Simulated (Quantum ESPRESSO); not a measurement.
# Kohn-Sham bands of CsSnI3 (cubic perovskite)

```yaml
crystal:
  lattice:
    - [6.28623, 0.00000, 0.00000]
    - [0.00000, 6.28623, 0.00000]
    - [0.00000, 0.00000, 6.28623]
  atoms:
    - { symbol: Cs, position: [0.50000, 0.50000, 0.50000] }
    - { symbol: Sn, position: [0.00000, 0.00000, 0.00000] }
    - { symbol: I, position: [0.50000, 0.00000, 0.00000] }
    - { symbol: I, position: [0.00000, 0.50000, 0.00000] }
    - { symbol: I, position: [0.00000, 0.00000, 0.50000] }
```

Materials Project entry mp-614013; symmetrised, unrelaxed at this level. COD (Crystallography Open Database) records the formula in this space group. Ideal cubic forms of this type are often high-temperature phases that distort on cooling; symmetry holds the cell here, and its stability was not tested. Method: LDA plane waves in Quantum ESPRESSO 7.5 (PseudoDojo norm-conserving files, 58 Ry, no spin polarisation, no spin-orbit coupling), Bloch states on a 6×6×6 mesh through Γ, Wannier90 4.0.1. Density: 6×6×6 mesh, Gaussian smearing 0.01 Ry. Spin-orbit coupling is left out although heavy elements are present.

Energies are relative to the valence-band maximum; weights are on the orthonormalised atomic waves of the pseudopotential files, averaged over the group. 44 electrons a cell are treated as valence.

Problem. Into which isolated groups do the bands fall, where do they lie and what are they made of?

Solution. 
| bands | from (eV) | to (eV) | filling | weight on atomic waves |
|---|---|---|---|---|
| 1 | -22.05 | -22.05 | filled | Cs 5s 100 % |
| 2–6 | -21.79 | -21.77 | filled | Sn 4d 100 % |
| 7–9 | -12.95 | -12.31 | filled | I 5s 92 %, Sn 5p 5 % |
| 10–12 | -8.78 | -8.75 | filled | Cs 5p 99 % |
| 13 | -8.20 | -6.20 | filled | Sn 5s 69 %, I 5p 24 %, I 5s 6 % |
| 14–22 | -4.31 | 0.00 | filled | I 5p 87 %, Sn 5p 8 % |

The Kohn-Sham gap over both meshes and the path is 0.46 eV.
